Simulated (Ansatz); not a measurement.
Zone-centre phonons of ZnC2 at 6 GPa: input and output

Method: Ansatz, DFT PBEsol, scalar-relativistic, plane waves, PAW.

It can be run as:
```bash
ansatz run input.yaml --threads 1 --pin off --backend cpu --events-out ev --progress --plain --runs-dir out  # memory cap (--max-ram) not shown
```

Input (bare energies are in eV):
```yaml
crystal:
  lattice:
    - [-1.8609692837, 1.8609692837, 2.5231954889]
    - [1.8609692837, -1.8609692837, 2.5231954889]
    - [1.8609692837, 1.8609692837, -2.5231954889]
  atoms:
    - { symbol: Zn, position: [0.0, 0.0, 0.0] }
    - { symbol: C, position: [0.6232797312, 0.6232797312, 0.0] }
    - { symbol: C, position: [0.3767202688, 0.3767202688, 0.0] }
basis:
  ecutwfc: 420
kpoints:
  mp_grid: { grid: [8, 8, 8] }
hamiltonian:
  xc: pbesol
scf:
  occupations: { method: fixed }
output:
  eigenvalues: true
phonons:
  method: dfpt
  dielectric: true
  rigid_motions: translations
  eigenvectors: true
```

Results section of the output:
```
--- Phonons (Γ-DFPT): 4 representative perturbations + reference, on 150 of 512 k-points (Σ response iterations 15) ---
  k mesh reduced under 2 symmetry operations, with k and −k counted as one. Each operation leaves every solved perturbation unchanged. A smaller set is not considered because the run solves the response ...
  ASR residual: 7.052e-5 → 0.000e0 eV/Å²; symmetrization residual: 5.523e-6 eV/Å²
  ASR residual per site (eV/Å²): 3.82e-5 7.05e-5 7.05e-5
  Γ frequencies (cm⁻¹): -187.40 -187.40 0.00 0.00 0.00 381.10 381.10 636.85 2008.33
  ε∞ (high-frequency dielectric tensor):
        5.382835     0.000000     0.000000
        0.000000     5.382835    -0.000000
        0.000000    -0.000000     6.763096
  softest optical mode at Γ: -187.40 cm⁻¹; the repairs (sum rule, projections) moved no ω² at Γ by more than (1.65 cm⁻¹)²
  Born effective charges Z* (e; rows j = field, columns β = displacement):
    site 0:
         2.61851   -0.00000    0.00000
         0.00000    2.61851   -0.00000
         0.00000    0.00000    1.53484
    site 1:
        -1.30926   -0.00000   -0.00000
        -0.00000   -1.30926    0.00000
        -0.00000    0.00000   -0.76742
    site 2:
        -1.30926    0.00000    0.00000
        -0.00000   -1.30926   -0.00000
         0.00000   -0.00000   -0.76742
  Z* charge neutrality: 9.402e-4 e pre-enforcement
  solved inside a basis spanned on kpoints, on 8×8×8 k-points, its susceptibility summed on 12×12×14: ε∞ is read to err by 1.9e-2, Z* by 1.3e-2 e (field_mesh: kpoints solves on kpoints); Z* is corrected for ...
  optical modes at Γ without the LO–TO term, one row a degenerate level:
      ω (cm⁻¹) modes IR ((D/Å)²/amu)
       -187.40      2            18.0092
        381.10      2             0.0000
        636.85      1             3.0937
       2008.33      1             0.0000
  optical modes at Γ + LO–TO along q̂ = [1.0000, 0.0000, 0.0000]:
      ω (cm⁻¹) modes IR ((D/Å)²/amu)
       -187.40      1             9.0046
        258.76      1             9.0046
        381.10      2             0.0000
        636.85      1             3.0937
       2008.33      1             0.0000
  optical modes at Γ + LO–TO along q̂ = [0.0000, 1.0000, 0.0000]:
      ω (cm⁻¹) modes IR ((D/Å)²/amu)
       -187.40      1             9.0046
        258.76      1             9.0046
        381.10      2             0.0000
        636.85      1             3.0937
       2008.33      1             0.0000
  optical modes at Γ + LO–TO along q̂ = [0.0000, 0.0000, 1.0000]:
      ω (cm⁻¹) modes IR ((D/Å)²/amu)
       -187.40      2            18.0092
        381.10      2             0.0000
        658.40      1             3.0937
       2008.33      1             0.0000
```

Its imaginary modes show that this cell, built by swapping an element in a database structure, isn't a minimum of the energy.

Negative frequencies stand for imaginary ones: the cell is unstable against these modes.